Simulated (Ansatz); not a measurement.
Bi2Pd:
```yaml
crystal:
  lattice:
    - [0.00168, 5.64636, 0.00000]
    - [4.25928, 0.00000, 0.00000]
    - [-2.12402, -1.42835, -6.19203]
  atoms:
    - { symbol: Bi, position: [0.68522, 0.84317, 0.68641] }
    - { symbol: Bi, position: [0.31478, 0.15683, 0.31359] }
    - { symbol: Bi, position: [0.20745, 0.42634, 0.85339] }
    - { symbol: Bi, position: [0.79255, 0.57366, 0.14661] }
    - { symbol: Pd, position: [0.16853, 0.77599, 0.55227] }
    - { symbol: Pd, position: [0.83147, 0.22401, 0.44773] }
```

Relaxed with PBEsol.

Problem. Which orbitals make up the states near the Fermi level in PBEsol in the plane-wave PAW code Ansatz?

Solution. Within 0.5 eV of the Fermi level: Bi 6p 73 %, Pd 4d 17 %. Projections are on Löwdin-orthogonalised atomic valence shells; empty p or d shells of many metals are not among them.

Problem. Tabulate the density of states.

Solution. States/eV per cell of 6 atoms, in 0.25 eV bins, energy from the Fermi level.

```tsv
E (eV)	total	Bi 6p	Pd 4d	Bi 6s
-7.85	0.00	0.00	0.00	0.00
-7.60	0.00	0.00	0.00	0.00
-7.35	0.00	0.00	0.00	0.00
-7.10	0.00	0.00	0.00	0.00
-6.85	0.00	0.00	0.00	0.00
-6.60	0.00	0.00	0.00	0.00
-6.35	0.00	0.00	0.00	0.00
-6.10	0.00	0.00	0.00	0.00
-5.85	0.23	0.18	0.04	0.00
-5.60	1.31	0.96	0.28	0.02
-5.35	2.35	1.60	0.62	0.05
-5.10	4.73	2.76	1.78	0.08
-4.85	5.72	3.13	2.37	0.10
-4.60	5.08	2.45	2.42	0.11
-4.35	6.38	2.31	3.84	0.14
-4.10	8.84	2.36	6.15	0.22
-3.85	9.78	2.35	7.07	0.23
-3.60	6.02	1.36	4.46	0.14
-3.35	9.71	2.42	7.00	0.18
-3.10	6.97	1.61	5.18	0.12
-2.85	9.55	1.70	7.63	0.13
-2.60	9.46	1.80	7.36	0.18
-2.35	8.43	2.37	5.73	0.21
-2.10	6.07	2.52	3.16	0.24
-1.85	4.07	1.97	1.83	0.16
-1.60	4.25	2.33	1.61	0.19
-1.35	3.85	2.28	1.26	0.19
-1.10	3.46	2.11	1.04	0.19
-0.85	3.42	2.21	0.90	0.17
-0.60	3.33	2.29	0.72	0.17
-0.35	2.95	2.12	0.54	0.15
-0.10	2.30	1.66	0.40	0.12
0.15	2.27	1.67	0.36	0.11
0.40	2.61	1.93	0.41	0.12
0.65	2.92	2.19	0.43	0.11
0.90	2.92	2.24	0.37	0.11
1.15	2.82	2.19	0.31	0.08
1.40	3.14	2.48	0.31	0.08
1.65	3.29	2.60	0.29	0.06
1.90	3.61	2.87	0.32	0.06
2.15	2.96	2.36	0.26	0.04
2.40	3.32	2.66	0.28	0.04
2.65	3.16	2.57	0.24	0.03
2.90	3.19	2.61	0.23	0.02
3.15	4.44	3.68	0.31	0.02
3.40	3.76	3.11	0.24	0.01
3.65	2.48	1.99	0.14	0.01
3.90	1.70	0.96	0.07	0.00
4.15	1.71	0.32	0.03	0.00
4.40	2.00	0.26	0.02	0.00
4.65	3.18	0.42	0.03	0.00
4.90	3.05	0.42	0.03	0.00
```

Space group C2/m. The first step of the workflow began from a Materials Project structure, measured or hypothetical; the Crystallography Open Database files this formula in space group No. 12, but the cells were not matched. Whether it is the stable phase at ambient conditions was not checked. The PBEsol relaxation kept the symmetry of its start; whether a distortion lowers the energy is not shown. No spin polarisation was allowed. Scalar-relativistic: spin–orbit coupling is off unless named, which matters more the heavier the elements.

Potentials: the later of the program's two PAW sets.
